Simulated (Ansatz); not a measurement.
MgAl₂C₂:
```xyz
5
Lattice="3.3726 0.0000 0.0000 -1.6863 2.9208 0.0000 0.0000 0.0000 5.7848" Properties=species:S:1:pos:R:3 pbc="T T T"
Mg     0.0000     0.0000     0.0000
Al     1.6863     0.9736     2.0277
Al     0.0000     1.9472     3.7571
C      0.0000     1.9472     1.5639
C      1.6863     0.9736     4.2209
```

Relaxed with r²SCAN.

**Question.** Map the electron localisation function on the plane through (0.000, 0.000, 0.000) spanned by u = [0, 0, 1] and v = [1, -1, 0] in lattice vectors, from r²SCAN (plane waves, PAW; program Ansatz).

**Answer.** x is the fraction of u, y of v (the angle between them is 90°; rows are the nearest grid lines); atoms in the plane: Mg at (0.00, 0.00), Al at (0.35, 0.67), Al at (0.65, 0.33), C at (0.27, 0.33), C at (0.73, 0.67).
```
y \ x   0.000  0.103  0.172  0.276  0.379  0.448  0.552  0.621  0.724  0.828  0.897   1.00
------  -----  -----  -----  -----  -----  -----  -----  -----  -----  -----  -----  -----
1.00    0.168  0.359  0.023  0.067  0.047  0.033  0.033  0.047  0.067  0.023  0.359  0.168
0.931   0.411  0.162  0.045  0.120  0.082  0.060  0.077  0.131  0.201  0.062  0.155  0.411
0.862   0.076  0.032  0.191  0.232  0.143  0.123  0.301  0.494  0.628  0.556  0.073  0.076
0.759   0.173  0.161  0.267  0.084  0.013  0.145  0.683  0.765  0.695  0.805  0.727  0.173
0.690   0.225  0.131  0.178  0.007  0.053  0.082  0.774  0.746  0.042  0.720  0.754  0.225
0.621   0.215  0.153  0.248  0.017  0.015  0.101  0.758  0.767  0.234  0.758  0.749  0.215
0.552   0.159  0.360  0.640  0.740  0.332  0.304  0.647  0.808  0.847  0.828  0.694  0.159
0.448   0.159  0.694  0.828  0.847  0.808  0.647  0.304  0.332  0.740  0.640  0.360  0.159
0.379   0.215  0.749  0.758  0.234  0.767  0.758  0.101  0.015  0.017  0.248  0.153  0.215
0.310   0.225  0.754  0.720  0.042  0.746  0.774  0.082  0.053  0.007  0.178  0.131  0.225
0.241   0.173  0.727  0.805  0.695  0.765  0.683  0.145  0.013  0.084  0.267  0.161  0.173
0.138   0.076  0.073  0.556  0.628  0.494  0.301  0.123  0.143  0.232  0.191  0.032  0.076
0.0690  0.411  0.155  0.062  0.201  0.131  0.077  0.060  0.082  0.120  0.045  0.162  0.411
0.000   0.168  0.359  0.023  0.067  0.047  0.033  0.033  0.047  0.067  0.023  0.359  0.168
```

The density is the valence pseudo-density with augmentation charge, so density and ELF within about 1 Å of a nucleus are not all-electron values.

Space group P-3m1. The first step of the workflow began from a Materials Project structure, measured or hypothetical; the Crystallography Open Database copy checked does not list it. Whether it is the stable phase at ambient conditions was not checked. The cell was relaxed with r²SCAN under the symmetry of its start; its stability against distortions is not shown here.

Potentials: the later of the program's two PAW sets.
